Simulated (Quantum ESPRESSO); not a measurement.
```cif
data_Li4O6Pd2
_chemical_formula_sum 'Li4 O6 Pd2'
_space_group_name_H-M_alt 'P 1'
_space_group_IT_number 1
_cell_length_a 5.10082
_cell_length_b 5.10082
_cell_length_c 5.05888
_cell_angle_alpha 99.679
_cell_angle_beta 99.679
_cell_angle_gamma 119.954
loop_
_space_group_symop_operation_xyz
  'x, y, z'
loop_
_atom_site_label
_atom_site_type_symbol
_atom_site_fract_x
_atom_site_fract_y
_atom_site_fract_z
_atom_site_occupancy
Li1 Li 0.50000 0.50000 0.50000 1
Li2 Li 0.83647 0.16353 0.50000 1
Li3 Li 0.16353 0.83647 0.50000 1
Li4 Li 0.00000 0.00000 0.00000 1
O1 O 0.26766 0.26766 0.76236 1
O2 O 0.73234 0.73234 0.23764 1
O3 O 0.42499 0.07799 0.23521 1
O4 O 0.57501 0.92201 0.76479 1
O5 O 0.92201 0.57501 0.76479 1
O6 O 0.07799 0.42499 0.23521 1
Pd1 Pd 0.66670 0.33330 0.00000 1
Pd2 Pd 0.33330 0.66670 0.00000 1
```

The geometry is that of Materials Project entry mp-760483, symmetrised and not relaxed again.

### Question
What does LDA (pw.x of Quantum ESPRESSO, ONCV potentials, scalar-relativistic) give for the electronic structure near the Fermi level?

### Answer
The LDA gap is indirect, 1.47 eV, from X to I; the smallest direct gap is 1.54 eV. Spin-orbit splittings are left out.

The structure is a Materials Project entry; no match was found in the copy of COD used, and its stability was not checked.
